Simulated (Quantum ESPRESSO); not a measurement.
## Kohn-Sham bands of Te (C2/m)

```yaml
crystal:
  lattice:
    - [3.82029, -2.14820, 0.00000]
    - [3.82029, 2.14820, 0.00000]
    - [-0.09429, 0.00000, 5.97609]
  atoms:
    - { symbol: Te, position: [0.69055, 0.69055, 0.66119] }
    - { symbol: Te, position: [0.30945, 0.30945, 0.33881] }
    - { symbol: Te, position: [0.00000, 0.00000, 0.00000] }
```

Cell from Materials Project (mp-570459), symmetrised, no further relaxation. Not found in the COD (Crystallography Open Database) copy used, which has the formula in other groups; not checked further. Computed values, not measurements, from PBEsol: Quantum ESPRESSO (norm-conserving PseudoDojo potentials, cutoff 64 Ry, spinors with spin-orbit coupling) on a Γ-centred 6×6×4 mesh, then Wannier90. Density: 8×8×6 mesh, cold smearing 0.01 Ry. With spin-orbit coupling a semilocal functional can close or falsely invert a small gap; the band order was not checked against a better method.

Energies are relative to the Fermi level; weights are on the orthonormalised atomic waves of the pseudopotential files, averaged over the group. 48 electrons a cell are treated as valence.

```tsv
bands	from (eV)	to (eV)	filling	weight on atomic waves
1–12	-38.15	-37.83	filled	(withheld)
13–30	-36.70	-36.34	filled	(withheld)
31–36	-13.64	-8.31	filled	(withheld)
```

Question: Which atomic shells make up each group?

Answer: 
- 1–12, weight on atomic waves: Te 4d 100 %
- 13–30, weight on atomic waves: Te 4d 100 %
- 31–36, weight on atomic waves: Te 5s 89 %, Te 5p 11 %

No gap over 0.05 eV opens at the Fermi level at this level of theory; semilocal functionals close the gap of some real semiconductors.
